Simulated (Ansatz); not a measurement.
Computed scan of one atom of the cell: SiO2 (rutile)

Relaxed SiO$_{2}$ (rutile):

```
SiO2
1.0
    4.18520     0.00000     0.00000
    0.00000     4.18520     0.00000
    0.00000     0.00000     2.66883
Si O
2 4
Direct
  0.50000   0.50000   0.50000
  0.00000   0.00000   0.00000
  0.80610   0.80610   0.50000
  0.30610   0.69390   0.00000
  0.69390   0.30610   0.00000
  0.19390   0.19390   0.50000
```

Scan: atom 5 (O, nearest neighbour Si at 1.760 Å; its periodic images, 2.7 Å or more away, move with it) is displaced along Cartesian z, direction (0.000, 0.000, 1.000) in Cartesian axes, by s. The other atoms stay.

Level of theory: r2SCAN (plane waves to 500 eV, PAW, scalar-relativistic; Ansatz, an electronic-structure program). k mesh 7×7×10 (Γ-centred), Fermi-Dirac smearing 0.05 eV. The energy includes the smearing's −TS. Compression counts positive. F∥ is the force on the atom along that direction. F⊥ is the part of the force across the line. SiO2 was relaxed with its symmetry unable to fall. The zero of ΔE is the undisplaced structure.

| s (Å) | ΔE (meV/cell) | P (GPa) | F∥ (eV/Å) | |F⊥| (eV/Å) |
|---|---|---|---|---|
| -0.530 | 2962 | 25.2 | 11.572 | 10.872 |
| -0.424 | 1871 | 16.0 | 9.028 | 6.568 |
| -0.318 | 1042 | 8.9 | 6.633 | 3.518 |
| -0.212 | 460 | 3.9 | 4.363 | 1.507 |
| -0.106 | 115 | 1.0 | 2.167 | 0.368 |
| 0.000 | 0 | 0.0 | 0.000 | 0.000 |
| 0.106 | 115 | 1.0 | -2.167 | 0.368 |
| 0.212 | 460 | 3.9 | -4.363 | 1.507 |
| 0.318 | 1042 | 8.9 | -6.633 | 3.518 |
| 0.424 | 1871 | 16.0 | -9.028 | 6.568 |
| 0.530 | 2962 | 25.2 | -11.572 | 10.872 |

Summary:

| Property | Value |
|---|---|
| Energy at s = 0.530 Å | 2962 meV/cell |
| Force along the line at s = -0.530 Å | 11.6 eV/Å |
| Symmetry of the curve | even: the same for both signs |
| Shape of the curve | a single well with its minimum at or next to zero displacement |
| Force constant k = d²E/ds² at s = 0 (finite differences) | 20.4 eV/Å² |
| Harmonic estimate at the end of the scan | ½ks² = 2864 meV/cell against the computed 2962 meV/cell, so the well is close to harmonic there |

The 11 points together took about 5 core-minutes (a rough figure).

(For displaced atoms, the force is minus the slope of the energy, and its curvature is a force constant, which sets phonon frequencies.)
